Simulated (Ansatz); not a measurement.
NiGe (CsCl type, Pm-3m), PBEsol (plane waves, PAW; program Ansatz), all energies at zero smearing, with the estimated change up to a 700 eV cutoff added, with one set of potentials and settings (totals compare only within such a set). Cell of 2 atoms (1 Ni, 1 Ge): -10058.730 eV.

| element | reference phase | E (eV/atom) |
|---|---|---|
| Ni | Fm-3m, 1 atoms in the cell, spin-polarised | -5804.9838 |
| Ge | Fd-3m, 2 atoms in the cell | -4253.5039 |

Formation energy per atom, worked out: (-10058.730 − 1×(-5804.9838) − 1×(-4253.5039))/2 = -0.121 eV/atom (-12 kJ per mol of atoms), at 0 K, without zero-point energy or fitted corrections.

The cell is a constructed one: a structure type filled with these elements; neither database checked (COD, Materials Project) lists it. COD files the formula under space group No. 62. Its standing as an ambient phase is unchecked. Symmetry was held in the PBEsol relaxation; whether a distortion lowers the energy is not shown. The workflow began spin-polarised and lost its moments. The references are the lowest solids computed at this level, not always the standard phases.

Potentials: the earlier of the program's two PAW sets. The files were generated under PBE; for other functionals the program regenerates the frozen cores, and for LDA and PBEsol the local potential too.
